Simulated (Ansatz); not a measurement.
The start is a randomly generated symmetric cell of CsPbCl3 (space group No. 115). A full variable-cell relaxation at zero pressure is run with PBEsol (plane waves to 420 eV, PAW, scalar-relativistic; Ansatz, a first-principles code). The first steps use a coarse 4×4×6 k-mesh.

The start:
```yaml
crystal:
  lattice:
    - [7.03242, 0.00000, 0.00000]
    - [0.00000, 7.03242, 0.00000]
    - [0.00000, 0.00000, 4.02495]
  atoms:
    - { symbol: Cl, position: [0.00000, 0.50000, 0.26195] }
    - { symbol: Cl, position: [0.50000, 0.00000, 0.73805] }
    - { symbol: Cl, position: [0.50000, 0.50000, 0.50000] }
    - { symbol: Cs, position: [0.50000, 0.50000, 0.00000] }
    - { symbol: Pb, position: [0.00000, 0.00000, 0.00000] }
```

| Property | Result |
|---|---|
| Outcome | The space group goes from P-4m2 (No. 115) to P4/mmm (No. 123), with 5 atoms in the primitive cell |
| Energy released | about 2.1 eV/atom |
| Volume change | +20.3 %, from 39.81 to 47.90 Å³/atom |
| Optimiser moves | 19 |

Final values are on a 8×8×8 k-mesh of the relaxed cell. The start holds a very short contact (Cl–Cs 2.01 Å). No spin polarisation in the result.

The run could not lower the symmetry of its start; a shaken copy of this end point relaxes with PBEsol to Pm (No. 6) at a tolerance of 0.01 Å, Amm2 (No. 38) at 0.1 Å, 0.60 eV/atom lower.

The relaxed structure here is a generated cell of CsPbCl3: the first start was made by a random draw of sites in a space group, and the end was not matched to a known phase here, so it may be hypothetical. Known forms of CsPbCl3 include space group No. 221.
